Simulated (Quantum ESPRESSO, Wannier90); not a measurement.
## Wannier functions of GaN (wurtzite)

```xyz
4
Lattice="3.1889 0.0000 0.0000 -1.5945 2.7617 0.0000 0.0000 0.0000 5.1924" Properties=species:S:1:pos:R:3 pbc="T T T"
Ga    -1.5945     0.9206     2.5914
Ga     1.5945    -0.9206    -0.0048
N     -1.5945     0.9206    -0.6443
N      1.5945    -0.9206     1.9519
```

Materials Project entry mp-804; symmetrised, unrelaxed at this level. COD (Crystallography Open Database) has the formula in 2 space groups, this one among them (matched by group alone). Level: PBE, no spin polarisation, no spin-orbit coupling; pw.x of Quantum ESPRESSO at 68 Ry with PseudoDojo potentials, 12×12×6 k-points, Wannier90. Density: 12×12×6 mesh, cold smearing 0.01 Ry.

Bands 1-2,13-18 form an isolated set from -15.94 to 0.00 eV relative to the valence-band maximum (on the path) and are turned into 8 Wannier functions by minimising the spread from the start: s functions at the bond centres. Bands 3–12 (Ga 3d 91 %, N 2s 5 %) lie between the kept ones and are excluded.

Centres (Cartesian, Å; one of the equivalent choices) and spreads:

```json
[
 {"n": "1", "x": "-0.281", "y": "1.679", "z": "2.072", "spread (Å²)": "1.659", "nearest atom": "N4"},
 {"n": "2", "x": "1.594", "y": "-0.596", "z": "2.072", "spread (Å²)": "1.659", "nearest atom": "N4"},
 {"n": "3", "x": "-1.594", "y": "0.921", "z": "-0.986", "spread (Å²)": "1.679", "nearest atom": "N3"},
 {"n": "4", "x": "0.281", "y": "1.679", "z": "2.072", "spread (Å²)": "1.659", "nearest atom": "N4"},
 {"n": "5", "x": "1.313", "y": "1.083", "z": "-0.524", "spread (Å²)": "1.659", "nearest atom": "N3"},
 {"n": "6", "x": "1.594", "y": "-0.921", "z": "1.610", "spread (Å²)": "1.679", "nearest atom": "N4"},
 {"n": "7", "x": "1.594", "y": "0.596", "z": "-0.524", "spread (Å²)": "1.659", "nearest atom": "N3"},
 {"n": "8", "x": "-1.313", "y": "1.083", "z": "-0.524", "spread (Å²)": "1.659", "nearest atom": "N3"}
]
```

Ω_I = 13.06 Å², Ω_total = 13.31 Å²; the interpolated bands follow pw.x to 1.3 meV rms on the path. It is the lowest total spread that any start reached here.
